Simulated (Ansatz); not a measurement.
**Question.** Each is relaxed and computed with DFT-r²SCAN in the program Ansatz with PAW potentials. Which is the only one with a gap?
A. SbAs, rock salt
B. BAs, P4_2/mnm (B on 4g, As on 4f)
C. CrB2, Cmmm (B on 4j, Cr on 2a)
D. TaAs, CsCl type

**Answer.** B, BAs, P4_2/mnm (B on 4g, As on 4f). BAs: gap 0.89 eV (indirect); TaAs: metal; SbAs: metal; CrB2: metal. Spin orders computed, not proven ground states: CrB2, Cmmm (B on 4j, Cr on 2a) antiferromagnetic. Constructed cells (a structure type filled with these elements, in neither database checked): TaAs, CsCl type. Typed or built starts, not in the databases checked: BAs, P4_2/mnm (B on 4g, As on 4f). Not the usual ambient phase: BAs, P4_2/mnm (B on 4g, As on 4f); TaAs, CsCl type. Standing as an ambient phase not checked: SbAs, rock salt; CrB2, Cmmm (B on 4j, Cr on 2a). Unstable at this level: SbAs, rock salt. All cells were relaxed under the symmetry of their starts (and spin orders); stability against distortions was not tested throughout. Cells of antiferromagnets are given as chemical subcells. Rows with no word on spin ran without spin polarisation. Spin–orbit coupling is left out wherever it is not named.

Potentials: the later of the program's two PAW sets.
